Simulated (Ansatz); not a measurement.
Values for one crystal, relaxed and computed with r²SCAN in the plane-wave PAW code Ansatz; other levels are named.

```yaml
volume_per_atom: 11.30 Å³
band_gap: 4.28 eV (indirect)
electron_effective_mass: 0.91, 1.1, 11 mₑ (principal values)
Gap with spin–orbit coupling: 4.28 eV
HSE06 gap on the r²SCAN cell: 5.39 eV
conduction_band_minimum: off the standard path, at k = (0.385, 0.000, -0.135) in fractions of the reciprocal vectors
valence_band_maximum: on the Γ–Z line, 18 % of the way from Γ (k = 0.000, 0.000, -0.089 in fractions of the reciprocal vectors)
```

Problem. Pick the material that matches.
A) In2O3, corundum
B) ZrO2, Pbca (Zr on 8c, O on 8c, O on 8c)
C) ZnO, NiAs type
D) SiO2, Pn-3m (Si on 2a, O on 4b)

Solution. B, ZrO2, Pbca (Zr on 8c, O on 8c, O on 8c)

The workflow started from a Materials Project entry (that database holds measured and hypothetical structures alike); the Crystallography Open Database copy checked does not list it. It is not the phase usual at ambient conditions (space group No. 14). The r²SCAN relaxation kept the symmetry of its start; whether a distortion lowers the energy is not shown. No spin polarisation was allowed. Spin–orbit coupling is left out wherever it is not named.

Potentials: the earlier of the program's two PAW sets. The files were generated under PBE; for other functionals the program regenerates the frozen cores, and for LDA and PBEsol the local potential too.
